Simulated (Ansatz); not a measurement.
Total density of states per atom from plane-wave PAW r²SCAN (Ansatz code), in 0.25 eV bins, energy from the Fermi level:

```
E (eV) | states/eV/atom
    -7.85 | # 0.26
    -7.60 | ###### 1.12
    -7.35 | # 0.22
    -7.10 |  0.00
    -6.85 |  0.00
    -6.60 |  0.00
    -6.35 |  0.00
    -6.10 |  0.02
    -5.85 | # 0.11
    -5.60 | ### 0.49
    -5.35 | ## 0.41
    -5.10 | ## 0.33
    -4.85 | # 0.18
    -4.60 |  0.06
    -4.35 |  0.00
    -4.10 |  0.00
    -3.85 |  0.03
    -3.60 | # 0.15
    -3.35 | ## 0.34
    -3.10 | ### 0.52
    -2.85 | #### 0.72
    -2.60 | ### 0.58
    -2.35 | #### 0.63
    -2.10 | #### 0.67
    -1.85 | ##### 0.88
    -1.60 | #### 0.65
    -1.35 | ###### 1.07
    -1.10 | ##### 0.92
    -0.85 | ### 0.54
    -0.60 | # 0.25
    -0.35 | ## 0.38
    -0.10 | ### 0.54
     0.15 | ## 0.42
     0.40 | ## 0.34
     0.65 | ### 0.54
     0.90 | #### 0.67
     1.15 | ##### 0.96
     1.40 | ####### 1.26
     1.65 | ####### 1.28
     1.90 | ############# 2.31
     2.15 | ############################## 5.39
```

Q: Which of these materials gives this?
(A) ZrGeIr, Pnma (Zr on 4c, Ge on 4c, Ir on 4c)
(B) La2Zn6Ge3, P-62m (La on 2c, Zn on 3g, Zn on 3f, Ge on 3g)
(C) La2InGe2, P4/mbm (La on 4h, In on 2a, Ge on 4g)
(D) Nd2ScSi2, P4/mbm (Nd on 4h, Sc on 2a, Si on 4g)

A: C, La2InGe2, P4/mbm (La on 4h, In on 2a, Ge on 4g). Within 0.5 eV of the Fermi level: La 5d 47 %, Ge 4p 19 %, In 5p 10 %, In 5s 8 %, La 4f 7 %. Projections are on Löwdin-orthogonalised atomic valence shells; empty p or d shells of many metals are not among them.

The workflow started from a Materials Project entry (that database holds measured and hypothetical structures alike); the Crystallography Open Database copy checked does not list it. Whether it is the stable phase at ambient conditions was not checked. The r²SCAN relaxation kept the symmetry of its start; its stability against distortions is not shown here. Scalar-relativistic: spin–orbit coupling is off unless named, which matters more the heavier the elements.

Potentials: the later of the program's two PAW sets.
